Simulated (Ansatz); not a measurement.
## Computed properties of YRh

YRh:
```cif
data_RhY
_chemical_formula_sum 'Y1 Rh1'
_space_group_name_H-M_alt 'Pm-3m'
_space_group_IT_number 221
_space_group_name_Hall '-P 4 2 3'
_cell_length_a 3.38347
_cell_length_b 3.38347
_cell_length_c 3.38347
_cell_angle_alpha 90.000
_cell_angle_beta 90.000
_cell_angle_gamma 90.000
loop_
_atom_site_label
_atom_site_type_symbol
_atom_site_symmetry_multiplicity
_atom_site_Wyckoff_symbol
_atom_site_fract_x
_atom_site_fract_y
_atom_site_fract_z
_atom_site_occupancy
Y1 Y 1 b 0.50000 0.50000 0.50000 1
Rh1 Rh 1 a 0.00000 0.00000 0.00000 1
```

Space group Pm-3m (No. 221), CsCl type; conventional cell a = 3.383 Å, b = 3.383 Å, c = 3.383 Å, α = 90.00°, β = 90.00°, γ = 90.00°.

Method: the program Ansatz at the PBEsol level (PAW). The cell and atoms are relaxed at this level. Other levels are named where they apply.

### Cell and energy

Volume per atom: 19.37 Å³
Density: 8.22 g/cm³
Formation energy from the elements (no fitted shifts): -0.80 eV/atom

### Electronic structure

- Electronic character: metallic (no gap)
- Density of states at the Fermi level: 0.43 states/eV per atom (mean over ±0.08 eV)
- Gap with spin–orbit coupling: none (metallic)

### Mechanics

- Bulk modulus (Birch–Murnaghan fit) = 1210 kbar
- Pressure derivative B′ = 4.3
- Elastic constants (relaxed ions, GPa) = C11 = 163, C12 = 100, C44 = 40.3
- Mechanical stability = stable (all eigenvalues of C positive)
- Hill bulk and shear moduli = 121 and 36.6 GPa
- Young's modulus = 99.7 GPa
- Poisson's ratio = 0.36
- Debye temperature from the elastic constants = 263 K

### Phonons

- Highest zone-centre frequency = 145 cm⁻¹
- Zone-centre stability = no imaginary mode at Γ

The first step of the workflow began from a Materials Project structure, measured or hypothetical; the Crystallography Open Database files this formula in space group No. 221, but the cells were not matched. Whether it is the stable phase at ambient conditions was not checked. The PBEsol relaxation kept the symmetry of its start. The run is not spin-polarised. As this level gives no gap, shear constants depend on the k-mesh and smearing (Fermi–Dirac, 0.1 eV here). As this level gives no gap, phonon frequencies hold no LO–TO term and depend on the k-mesh and smearing (Fermi–Dirac, 0.1 eV here). The references are the lowest solids computed at this level, not always the standard phases. Spin–orbit coupling is left out wherever it is not named.

Potentials: the later of the program's two PAW sets.
